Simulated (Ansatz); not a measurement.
PIr₂ (fluorite or antifluorite type, Fm-3m) at seven volumes, the program Ansatz at the r²SCAN level (PAW), scaled uniformly. One row is withheld.

```json
[
 {"V (Å³/atom)": "12.949", "P (GPa)": "35.79"},
 {"V (Å³/atom)": "13.376", "P (GPa)": "21.70"},
 {"V (Å³/atom)": "13.803", "P (GPa)": "9.90"},
 {"V (Å³/atom)": "14.230", "P (GPa)": "0.01"},
 {"V (Å³/atom)": "14.657", "P (GPa)": "?"},
 {"V (Å³/atom)": "15.084", "P (GPa)": "-15.16"},
 {"V (Å³/atom)": "15.511", "P (GPa)": "-20.90"}
]
```

Task: Fit the shown pressures and predict the withheld one.

Result: P = (3/2)B₀(x^(7/2) − x^(5/2))[1 + (3/4)(B′ − 4)(x − 1)] with x = (V₀/V)^(2/3). Least squares on the six rows gives V₀ = 14.231 Å³/atom, B₀ = 300 GPa, B′ = 4.93. At V = 14.657, x = 0.9805 and P = -8.23 GPa. The run itself gave -8.26 GPa.

The workflow started from an entry of the Crystallography Open Database (COD). Whether it is the stable phase at ambient conditions was not checked. The cell was relaxed with r²SCAN under the symmetry of its start; its stability against distortions is not shown here. No spin polarisation was allowed. Spin–orbit coupling is left out wherever it is not named.

Potentials: the later of the program's two PAW sets.
